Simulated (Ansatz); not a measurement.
# Computed properties of Ru

Ru:
```xyz
4
Lattice="2.6788 0.0000 0.0000 -1.3394 2.3199 0.0000 0.0000 0.0000 8.6070" Properties=species:S:1:pos:R:3 pbc="T T T"
Ru     0.0000     0.0000     0.0000
Ru     1.3394     0.7733     2.1517
Ru     0.0000     0.0000     4.3035
Ru     0.0000     1.5466     6.4552
```

Space group P6_3/mmc (No. 194), dhcp (α-La type); conventional cell a = 2.679 Å, b = 2.679 Å, c = 8.607 Å, α = 90.00°, β = 90.00°, γ = 120.00°.

Method: plane-wave PAW PBEsol (Ansatz code). Geometry: relaxed at this level of theory. Other levels are named where they apply.

### Cell and energy

```yaml
volume_per_atom: 13.37 Å³
density: 12.55 g/cm³
```

### Electronic structure

```yaml
electronic_character: metallic (no gap)
Density of states at the Fermi level: 1.1 states/eV per atom (mean over ±0.08 eV)
Gap with spin–orbit coupling: none (metallic)
```

### Mechanics

```yaml
Bulk modulus (Birch–Murnaghan fit): 342 GPa
Pressure derivative B′: 4.8
Elastic constants (relaxed ions, GPa): C11 = 627, C12 = 203, C13 = 184, C33 = 685, C44 = 184
mechanical_stability: stable (all eigenvalues of C positive)
hill_bulk_and_shear_moduli: 342 and 206 GPa
Young's modulus: 514 GPa
Poisson's ratio: 0.25
debye_temperature_from_the_elastic_constants: 564 K
```

### Phonons

```yaml
highest_zone_centre_frequency: 235 cm^-1
zone_centre_stability: no imaginary mode at Γ
```

The start of the workflow was typed in or built on a structure type. Its sites differ from those of the usual phase in this space group: another stacking or structure type. Symmetry was held in the PBEsol relaxation. The run is not spin-polarised. As this level gives no gap, shear constants depend on the k-mesh and smearing (Fermi–Dirac, 0.1 eV here). As this level gives no gap, phonon frequencies hold no LO–TO term and depend on the k-mesh and smearing (Fermi–Dirac, 0.1 eV here). Axis ratios of metals converge slowly with the k-mesh, so a and c are less sure than the volume. On the denser mesh and wider smearing of the elastic run this cell carries a stress of 0.6 GPa. Spin–orbit coupling is left out wherever it is not named.

Potentials: the later of the program's two PAW sets.
